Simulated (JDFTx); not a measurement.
An input for JDFTx (a modified build) (Zn(0001), linear PCM (GLSSA13), water, 1 M NaF; bohr, hartree) and the course of its log:

```
lattice \
  4.9404242400 2.4702121200 0.0000000000 \
  0.0000000000 4.2785329061 0.0000000000 \
  0.0000000000 0.0000000000 67.0852774242
coords-type Lattice
ion Zn 0.0000000001 0.0000000001 -0.2745442250 0
ion Zn 0.6666666668 0.6666666668 -0.2059081690 0
ion Zn 0.0000000001 0.0000000001 -0.1372721130 0
ion Zn 0.6666666668 0.6666666668 -0.0686360560 0
ion Zn 0.0000000001 0.0000000001 0.0000000000 0
ion Zn 0.6666666668 0.6666666668 0.0686360560 0
ion Zn 0.0000000001 0.0000000001 0.1372721130 0
ion Zn 0.6666666668 0.6666666668 0.2059081690 0
ion Zn 0.0000000001 0.0000000001 0.2745442250 0
ion-species pseudo/zn_pbe_v1.upf
elec-cutoff 20 100
elec-ex-corr gga-PBE
coulomb-interaction Slab 001
coulomb-truncation-embed 0 0 0
kpoint-folding 10 10 1
elec-smearing Fermi 0.01
elec-n-bands 109
electronic-scf nIterations 100 energyDiffThreshold 1e-08
fluid LinearPCM
pcm-variant GLSSA13
fluid-solvent H2O
fluid-cation Na+ 1
fluid-anion F- 1
fluid-minimize nIterations 400 knormThreshold 1e-11
wavefunction read vac.wfns
elec-initial-eigenvals vac.eigenvals
dump-name f0.$VAR
dump End State Ecomponents EigStats BandEigs Forces ElecDensity IonicPositions Fillings Kpoints Dtot FluidDebug BoundCharge FluidDensity
```

```
[one cycle in 5 is shown, and the last three; fluid-solver lines are left out]
	FillingsUpdate:  mu: -0.142464613  nElectrons: 180.000000
SCF: Cycle:  0   F: -2076.988915156267467   dF: -4.446e-06   |Residual|: 1.817e-04   |deigs|: 1.528e-05
	FillingsUpdate:  mu: -0.142462787  nElectrons: 180.000000
SCF: Cycle:  5   F: -2076.988915208984508   dF: -1.460e-07   |Residual|: 2.463e-05   |deigs|: 3.494e-05
	FillingsUpdate:  mu: -0.142469893  nElectrons: 180.000000
SCF: Cycle: 10   F: -2076.988915180429103   dF: -4.967e-09   |Residual|: 2.040e-05   |deigs|: 3.894e-05
	FillingsUpdate:  mu: -0.142539210  nElectrons: 180.000000
SCF: Cycle: 15   F: -2076.988915173512396   dF: -1.167e-08   |Residual|: 1.959e-05   |deigs|: 3.406e-05
	FillingsUpdate:  mu: -0.142539061  nElectrons: 180.000000
SCF: Cycle: 20   F: -2076.988915125100903   dF: +1.035e-07   |Residual|: 2.905e-05   |deigs|: 1.012e-05
	FillingsUpdate:  mu: -0.142527539  nElectrons: 180.000000
SCF: Cycle: 25   F: -2076.988915214849840   dF: -2.908e-08   |Residual|: 3.550e-05   |deigs|: 1.656e-05
	FillingsUpdate:  mu: -0.142548942  nElectrons: 180.000000
SCF: Cycle: 30   F: -2076.988915137570530   dF: +8.600e-08   |Residual|: 2.004e-05   |deigs|: 3.236e-05
	FillingsUpdate:  mu: -0.142522246  nElectrons: 180.000000
SCF: Cycle: 35   F: -2076.988915209693914   dF: -6.239e-08   |Residual|: 2.481e-05   |deigs|: 4.385e-05
	FillingsUpdate:  mu: -0.142524374  nElectrons: 180.000000
SCF: Cycle: 40   F: -2076.988915181493667   dF: +3.931e-08   |Residual|: 3.035e-05   |deigs|: 5.253e-05
	FillingsUpdate:  mu: -0.142515411  nElectrons: 180.000000
SCF: Cycle: 45   F: -2076.988915190056559   dF: +3.784e-08   |Residual|: 2.152e-05   |deigs|: 1.505e-05
	FillingsUpdate:  mu: -0.142528125  nElectrons: 180.000000
SCF: Cycle: 50   F: -2076.988915221923889   dF: -7.546e-08   |Residual|: 1.497e-05   |deigs|: 1.478e-05
	FillingsUpdate:  mu: -0.142485860  nElectrons: 180.000000
SCF: Cycle: 55   F: -2076.988914910602034   dF: +3.149e-07   |Residual|: 3.960e-05   |deigs|: 4.922e-05
	FillingsUpdate:  mu: -0.142527956  nElectrons: 180.000000
SCF: Cycle: 60   F: -2076.988915211239146   dF: -1.282e-07   |Residual|: 2.067e-05   |deigs|: 1.703e-05
	FillingsUpdate:  mu: -0.142499361  nElectrons: 180.000000
SCF: Cycle: 65   F: -2076.988915113756775   dF: +1.086e-07   |Residual|: 2.277e-05   |deigs|: 3.157e-05
	FillingsUpdate:  mu: -0.142528360  nElectrons: 180.000000
SCF: Cycle: 70   F: -2076.988915226927020   dF: -9.266e-08   |Residual|: 8.909e-06   |deigs|: 3.541e-05
	FillingsUpdate:  mu: -0.142496942  nElectrons: 180.000000
SCF: Cycle: 75   F: -2076.988915150648154   dF: +4.915e-08   |Residual|: 1.988e-05   |deigs|: 3.181e-05
	FillingsUpdate:  mu: -0.142525999  nElectrons: 180.000000
SCF: Cycle: 80   F: -2076.988915202075987   dF: -4.739e-07   |Residual|: 1.871e-05   |deigs|: 5.016e-05
	FillingsUpdate:  mu: -0.142505076  nElectrons: 180.000000
SCF: Cycle: 85   F: -2076.988915174877548   dF: +4.565e-08   |Residual|: 1.610e-05   |deigs|: 2.395e-05
	FillingsUpdate:  mu: -0.142528088  nElectrons: 180.000000
SCF: Cycle: 90   F: -2076.988915223432741   dF: -5.848e-08   |Residual|: 8.568e-06   |deigs|: 2.735e-05
	FillingsUpdate:  mu: -0.142499674  nElectrons: 180.000000
SCF: Cycle: 95   F: -2076.988915139883375   dF: +7.517e-08   |Residual|: 2.317e-05   |deigs|: 3.394e-05
	FillingsUpdate:  mu: -0.142498179  nElectrons: 180.000000
SCF: Cycle: 97   F: -2076.988915152554455   dF: +6.683e-08   |Residual|: 1.842e-05   |deigs|: 3.827e-05
	FillingsUpdate:  mu: -0.142531503  nElectrons: 180.000000
SCF: Cycle: 98   F: -2076.988915218535567   dF: -6.598e-08   |Residual|: 1.123e-05   |deigs|: 3.643e-05
	FillingsUpdate:  mu: -0.142497623  nElectrons: 180.000000
SCF: Cycle: 99   F: -2076.988915145117971   dF: +7.342e-08   |Residual|: 1.935e-05   |deigs|: 3.634e-05
SCF: None of the convergence criteria satisfied after 100 iterations.
IonicMinimize: Iter:   0  F: -2076.988915145117971  |grad|_K:  0.000e+00
IonicMinimize: Converged (|grad|_K<1.000000e-04).
```

This run gave no converged result. The loop ran out of cycles short of its threshold. It has stalled and not diverged: the last ten energies span 4e-07 Ha, so the total is near its end, but levels, forces and charges aren't shown converged.
